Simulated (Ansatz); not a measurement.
## Structures of K2As3: which is lowest?

Plane-wave DFT in Ansatz with scalar-relativistic PAW potentials, cutoff 420 eV, Γ-centred meshes chosen by cell and gap, Gaussian smearing with energies taken to zero width. Every cell was relaxed (cell and atoms) in a run of its own, within the symmetry of its start. Functional: PBE.

Relaxed structures (starts from databases or built by putting these elements on another compound's sites):
A. P-3m1, 5 atoms in the computed cell, a = 3.958 Å, c = 11.525 Å; sites (symmetry × multiplicity) K 3m. × 2, As -3m. × 1 + 3m. × 2; start: built
B. R-3c, 10 atoms in the computed cell, a = 7.063 Å, c = 29.444 Å; sites (symmetry × multiplicity) K 3. × 12, As .2 × 18; start: built

Problem. Rank them by energy. Could pressure change the order?

Solution.
```csv
structure,group,E − E(lowest) (meV/atom),V (Å³/atom),gap on mesh (eV)
B,R-3c,0.0,42.41,0.00
A,P-3m1,106,31.28,0.00
```

B is lowest, 106 meV/atom under A. A is denser by 11.13 Å³/atom, so pressure favours it: ΔE/ΔV, with ΔE in eV and 1 eV/Å³ = 160.2 GPa, gives about 1.5 GPa for equal enthalpy if both cells were rigid, a rough figure since the two compress differently. Other structures may lie lower than all of these, and vibrations aren't counted.